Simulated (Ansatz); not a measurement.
**What DFT gives for Mo$_{3}$Se$_{4}$**

```
CELL_PARAMETERS angstrom
4.84778 2.79887 3.79561
-4.84778 2.79887 3.79561
0.00000 -5.59774 3.79561
ATOMIC_POSITIONS crystal
Mo 0.22300 0.41290 0.54610
Mo 0.54610 0.22300 0.41290
Mo 0.41290 0.54610 0.22300
Mo 0.77700 0.58710 0.45390
Mo 0.45390 0.77700 0.58710
Mo 0.58710 0.45390 0.77700
Se 0.37920 0.12740 0.74470
Se 0.74470 0.37920 0.12740
Se 0.12740 0.74470 0.37920
Se 0.62080 0.87260 0.25530
Se 0.25530 0.62080 0.87260
Se 0.87260 0.25530 0.62080
Se 0.21370 0.21370 0.21370
Se 0.78630 0.78630 0.78630
```

Level: r2SCAN, no spin polarisation; 500 eV; 4×4×4 Γ-centred mesh; gaussian occupations (width 0.0104 eV); Ansatz 0.2.0, fixed geometry.

Task: How is the charge shared?

Result: Bader charges in e: Mo +0.87, Se -0.68 to -0.58. In the mean Mo gives up most and Se takes most.

Task: Which atom feels the largest force, and which way?

Result: The largest is on Mo2 (and as large on other atoms): 0.87 eV/Å, components (-0.81, 0.06, 0.32). It makes 102° with the line to a nearest neighbour, Se12 at 2.59 Å.

Task: Is it stable against the elements?

Result: -0.58 eV an atom against the elements' usual phases (free molecules for gases, crystals otherwise, with no correction for O₂ or N₂), so it is bound against them; other compounds may still compete. Relaxing would lower it.

Task: Is there a gap?

Result: It is a metal on this mesh, though the bands barely overlap, with about 11 states/eV a cell as the mean within 0.25 eV of the Fermi level, mostly Mo d (69 %) and Se p (27 %).

Task: Describe some of the short contacts.

Result: Mo–Se at 2.59 Å: least valence density 0.42 e/Å³ and ELF 0.25 there. Mo–Mo at 2.73 Å: least valence density 0.44 e/Å³ and ELF 0.45 there. These are pseudo-fields; inside the PAW spheres they differ from the all-electron ones.

Task: Is the cell too large or too small?

Result: The pressure is -4.9 GPa (compression positive), so with the atoms held at these fractions the cell would first shrink; the forces are large, so a full relaxation may end otherwise.

Origin: a database entry at a rescaled volume. Caveats: many states at the Fermi level without spin polarisation, so a magnetic state may lie lower.
